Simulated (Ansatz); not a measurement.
Problem. Name crystals whose computed values (the program Ansatz at the PBEsol level (PAW)) fall in these windows: electron conductivity mass (mₑ) 0.33 to 0.46; B₀ by P(V) fit (GPa) 69 to 95; gap (eV) 0.22 to 0.30.

Solution. 

| crystal | electron conductivity mass (mₑ) | B₀ by P(V) fit (GPa) | gap (eV) |
|---|---|---|---|
| SiGe, Pmma (Si on 2e, Ge on 2f) | 0.41 | 81.1 | 0.27 |
Others may fit too.

Typed or built starts, not in the databases checked: SiGe, Pmma (Si on 2e, Ge on 2f). The cell was relaxed under the symmetry of its start. Scalar-relativistic: spin–orbit coupling is off unless named, which matters more the heavier the elements.

Potentials: the earlier of the program's two PAW sets. The files were generated under PBE; for other functionals the program regenerates the frozen cores, and for LDA and PBEsol the local potential too.
